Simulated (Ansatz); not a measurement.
**Data sheet: Na$_{2}$WO$_{4}$ (DFT)**

Na2WO4:
```cif
data_Na4O8W2
_chemical_formula_sum 'Na4 W2 O8'
_space_group_name_H-M_alt 'P 1'
_space_group_IT_number 1
_cell_length_a 6.31555
_cell_length_b 6.31555
_cell_length_c 6.31555
_cell_angle_alpha 60.000
_cell_angle_beta 60.000
_cell_angle_gamma 60.000
loop_
_space_group_symop_operation_xyz
  'x, y, z'
loop_
_atom_site_label
_atom_site_type_symbol
_atom_site_fract_x
_atom_site_fract_y
_atom_site_fract_z
_atom_site_occupancy
Na1 Na 0.62500 0.12500 0.12500 1
Na2 Na 0.12500 0.12500 0.62500 1
Na3 Na 0.12500 0.62500 0.12500 1
Na4 Na 0.12500 0.12500 0.12500 1
W1 W 0.75000 0.75000 0.75000 1
W2 W 0.50000 0.50000 0.50000 1
O1 O 0.40523 0.86492 0.86492 1
O2 O 0.38508 0.38508 0.84477 1
O3 O 0.86492 0.40523 0.86492 1
O4 O 0.38508 0.38508 0.38508 1
O5 O 0.86492 0.86492 0.86492 1
O6 O 0.38508 0.84477 0.38508 1
O7 O 0.86492 0.86492 0.40523 1
O8 O 0.84477 0.38508 0.38508 1
```

Space group Fd-3m (No. 227), spinel; conventional cell a = 8.932 Å, b = 8.932 Å, c = 8.932 Å, α = 90.00°, β = 90.00°, γ = 90.00°.

Method: plane-wave PAW LDA (Ansatz code). Structure relaxed to zero pressure with the same functional. Other levels are named where they apply.

**Cell and energy**

```
Item                                                          Result
-----------------------------------------------------  -------------
Volume per atom                                             12.72 Å³
Density                                                   5.48 g/cm³
Formation energy from the elements (no fitted shifts)  -2.21 eV/atom
```

**Electronic structure**

```
Quantity                                                                                       Value
--------------------------------------------  ------------------------------------------------------
Band gap                                                                            5.11 eV (direct)
Valence-band maximum                                                                            at Γ
Conduction-band minimum                                                                         at Γ
Electron effective mass                                                          0.51 mₑ (isotropic)
Hole effective mass, band 1 of 3 at the edge  7.8 along [100], 7.9 along [110], 6.3 along [111] (mₑ)
Hole effective mass, band 2 of 3 at the edge  7.8 along [100], 5.5 along [110], 5.8 along [111] (mₑ)
Hole effective mass, band 3 of 3 at the edge  4.0 along [100], 5.1 along [110], 5.8 along [111] (mₑ)
```

**Mechanics**

```
Quantity                                                                       Value
--------------------------------------------  --------------------------------------
Bulk modulus (Birch–Murnaghan fit)                                          67.7 GPa
Pressure derivative B′                                                           5.6
Elastic constants (relaxed ions, GPa)              C11 = 127, C12 = 38.2, C44 = 31.2
Mechanical stability                          stable (all eigenvalues of C positive)
Hill bulk and shear moduli                                         67.7 and 35.9 GPa
Young's modulus                                                             91.5 GPa
Poisson's ratio                                                                 0.27
Debye temperature from the elastic constants                                   363 K
```

**Dielectric response**

```
Property                                                                         Value
--------------------------------------------------------  ----------------------------
Electronic dielectric constant ε∞ (DFPT)                                          2.95
Static dielectric constant ε0 (ions relaxed, cell fixed)                          5.66
Born charges (a third of the trace)                       Na +1.23, W +3.25, O -1.43 e
```

**Phonons**

```
Quantity                                                            Result
--------------------------------------------------  ----------------------
Highest zone-centre frequency (without LO–TO term)               116.9 meV
Zone-centre stability                               no imaginary mode at Γ
```

The first step of the workflow began from a Materials Project structure, measured or hypothetical; the Crystallography Open Database files this formula in space group No. 227, but the cells were not matched. Whether it is the stable phase at ambient conditions was not checked. The LDA relaxation kept the symmetry of its start. No spin polarisation was allowed. No Hubbard U is applied. The references are the lowest solids computed at this level, not always the standard phases (solids in place of the gases). Spin–orbit coupling is left out wherever it is not named.

Potentials: the later of the program's two PAW sets.
